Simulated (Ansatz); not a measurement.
This log comes from Ansatz, run on an ordered 8-atom cell of In4Sb3As on the zincblende lattice (P-4m2). The starting cell comes from a relaxation with PBE.

Starting structure:
```xyz
8
Lattice="4.6214 0.0000 0.0000 0.0000 4.6214 0.0000 0.0000 0.0000 13.0170" Properties=species:S:1:pos:R:3 pbc="T T T"
As    0.0000    0.0000    0.0000
In    0.0000    2.3107   11.5508
Sb    2.3107    2.3107    9.8699
In    2.3107    0.0000    8.1918
Sb    0.0000    0.0000    6.5085
In    0.0000    2.3107    4.8252
Sb    2.3107    2.3107    3.1471
In    2.3107    0.0000    1.4662
```

The log, with set-up remarks and timings taken out:
```
Pseudopotential: As, paw, valence charge 15, recommended cutoff 500 eV (meta_gga)
Pseudopotential: In, paw, valence charge 13, recommended cutoff 500 eV (meta_gga)
Pseudopotential: Sb, paw, valence charge 15, recommended cutoff 500 eV (meta_gga)
Functional definition: r2SCAN
Crystal: 8 atoms, lattice volume = 278.002 Å³
Basis set: ecut = 500 eV, 7043 PW (Γ)
Bands: 68, of which v1, the nominal top of the filled ones, is band 56 counted from 1 (55 counted from 0)
Symmetry: 8 space group operations
Space group: P-4m2 (ITA 115)
k-points: 20 of 72
preconditioner: auto → LDOS  [σ=0.020 eV  ℏωp=18.9 eV  β→1.0]
relax step 1: F+E_penalty+E_count = -46811.29583536 eV  max|allowed force component| = 7.672e-3 eV/Å  Δτ_max = 0.0000 Å  P = -1.548 GPa  Ω = 278.002 Å³
relax step 2: F+E_penalty+E_count = -46811.31428511 eV  max|allowed force component| = 7.356e-2 eV/Å  Δτ_max = 0.0043 Å  P = +1.364 GPa  Ω = 260.505 Å³
relax step 3: F+E_penalty+E_count = -46811.34594554 eV  max|allowed force component| = 1.890e-2 eV/Å  Δτ_max = 0.0110 Å  P = -0.052 GPa  Ω = 268.375 Å³
relax step 4: F+E_penalty+E_count = -46811.34605338 eV  max|allowed force component| = 1.092e-2 eV/Å  Δτ_max = 0.0047 Å  P = -0.005 GPa  Ω = 268.119 Å³
relax step 5: F+E_penalty+E_count = -46811.34607575 eV  max|allowed force component| = 3.475e-4 eV/Å  Δτ_max = 0.0018 Å  P = -0.001 GPa  Ω = 268.091 Å³
relax step 6: F+E_penalty+E_count = -46811.34556573 eV  max|allowed force component| = 3.748e-4 eV/Å  Δτ_max = 0.0000 Å  P = -0.004 GPa  Ω = 268.091 Å³  (SCF on a basis re-selected at this cell)
Free energy (F): -46811.345566 eV
Internal energy: -46811.344550 eV  (E = F + TS)
E sigma→0 (E₀):  -46811.345058 eV
Entropy (-TS):   -0.001016 eV (-0.127 meV/atom)
Fermi energy:    6.893423 eV
--- Per-component energies (eV) ---
  E_band       = -1211.016790
  E_kinetic    = 1692.452649
  E_local      = -13153.203667
  E_nonlocal   = 1892.217457
  E_hartree    = 5839.696545
  E_xc         = -1257.369469
  E_vxc        = -816.066041
  E_paw        = -32396.162696
  E_vpaw       = -2560.658091
  E_vtau       = 54.847811
  E_ewald      = -9432.898277
  E_core_change = 3.922887
  E_smearing   = -0.001016
--- Stress (GPa, compression-positive) ---
       -0.001928       0.000000       0.000000
        0.000000      -0.001928       0.000000
        0.000000       0.000000      -0.008293
  P = ⅓ Tr σ = -0.0040 GPa (-0.040 kbar)
--- Relaxed structure (5 steps of the walk, 5 accepted, 1 SCFs on fresh bases) ---
  F+E_penalty+E_count = -46811.34556573 eV   max|allowed force component| = 3.748e-4 eV/Å
  cell:  # Å, volume = 268.0914 Å³
    - [4.563835, 0.000000, 0.000000]
    - [0.000000, 4.563835, 0.000000]
    - [0.000000, 0.000000, 12.871321]
  atoms:
    - { symbol: As, position: [0.000000, 0.000000, 0.000000] }
    - { symbol: In, position: [0.000000, 0.500000, 0.887652] }
    - { symbol: Sb, position: [0.500000, 0.500000, 0.758482] }
    - { symbol: In, position: [0.500000, 0.000000, 0.629437] }
    - { symbol: Sb, position: [0.000000, 0.000000, 0.500000] }
    - { symbol: In, position: [0.000000, 0.500000, 0.370563] }
    - { symbol: Sb, position: [0.500000, 0.500000, 0.241518] }
    - { symbol: In, position: [0.500000, 0.000000, 0.112348] }
```

Question: What input produced it? Give the YAML.

Answer:
```yaml
crystal:
  # lattice and atoms as above
kpoints:
  mp_grid: { grid: [6, 6, 2] }
hamiltonian:
  xc: r2scan
scf:
  occupations: { method: fermi_dirac, width: 0.02 }
relax:
  f_tol: 0.005
  cell: {}
```
The term E_vtau belongs to a meta-GGA, which reads the kinetic-energy density. The relax steps with a changing cell volume need the relax block with cell. Keys that aren't typed take their defaults; thresholds and the kind of smearing can't be read off these lines.

Command: `ansatz run input.yaml --threads 4 --pin off --max-ram 6451MiB --backend cpu --events-out ev --progress --plain --runs-dir out`. Wall time 77 s on 4 threads of Arm Neoverse V2 (shared host); peak host memory 1.3 GiB.

Spin-unpolarised throughout. Whether this structure exists isn't addressed.
